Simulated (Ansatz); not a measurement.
## Trial structures of Mg₂B₃: starts and ends

The calculation used DFT PBE, scalar-relativistic, plane waves, PAW in Ansatz 0.2.0. All cells share a 420 eV cutoff and Γ-centred k meshes spaced at most about 0.3 Å⁻¹ (about 0.25 or finer for metals, 2π included). No spin polarisation in the final relaxations.

Each guess was relaxed in cell and atoms at zero pressure, within the symmetry of its start. Temperature and zero-point effects are left out. Coordination counts B atoms around Mg (those within 1.25 times the shortest such distance or 1.15 times the sum of covalent radii; a plus sign parts nearer from farther groups; the shortest distance is added where it is long for a bond; a slash parts the counts of unlike sites).

```tsv
guess	made from	start group	V start (Å³/atom)	end group	V end (Å³/atom)	coordination at the end	gap on mesh (eV)	E over the lowest end (meV/atom)
1	Ti2H3 type	P4_2/mcm	9.3	P4_2/mcm	14.1	Mg 6	0	0
2	Bi2Se3 type	R-3m	11.0	R-3m	11.4	Mg 9	0	115
3	Fe3Ge2 type	P-6m2	10.8	?	?	?	?	?
4	random cell	P6/mmm	14.1	P6/mmm	17.2	Mg 6 from 2.8 Å	0	435
5	Ga3Pt2 type	P-3m1	10.4	P-3m1	12.1	Mg 4+3	0	277
```

Guess 3 as it starts:

Space group P-6m2 (No. 187). a = 3.699 Å, b = 3.699 Å, c = 4.542 Å, α = 90.00°, β = 90.00°, γ = 120.00°
```csv
atom,site,symmetry,x,y,z
Mg,1f,-6m2,0.6667,0.3333,0.5000
Mg,1c,-6m2,0.3333,0.6667,0.0000
B,2g,3m.,0.0000,0.0000,0.7454
B,1e,-6m2,0.6667,0.3333,0.0000
```

Task: Predict the end of this guess and its energy over the lowest end.

Result: It ends in space group P-6m2 (No. 187), with a = 3.894 Å, c = 4.661 Å, 12.2 Å³/atom and no gap. It lies 0.73 eV/atom over the lowest end, above guess 4 and so the highest of the set. Counting B atoms around Mg, this end has Mg 8/3+6 and the lowest (guess 1) has Mg 6. This end holds B–B pairs (shortest 1.62 Å); the lowest (guess 1) holds B–B chains (shortest 1.57 Å).

```
Mg B
1.0
     3.89411    0.00000    0.00000
    -1.94705    3.37240    0.00000
     0.00000    0.00000    4.66074
Mg B
2 3
Direct
  0.66667 0.33333 0.50000
  0.33333 0.66667 0.00000
  0.00000 0.00000 0.67415
  0.00000 0.00000 0.32585
  0.66667 0.33333 0.00000
```

Energies over the elements count from the elements' standard structures at the same level, with no fitted energy shifts.

Task: Is the lowest end bound against the elements?

Result: No: its formation energy is +0.21 eV/atom. The separate elements lie lower, so it is unstable against them.

A magnetic state wasn't ruled out in cells without spin, among them R-3m, P-3m1, P6/mmm, P-6m2. Cells relaxed within their symmetry can be saddle points. A lower structure may well exist outside this small set. Some candidate types were left out of the draw beforehand, so a known form may be missing.
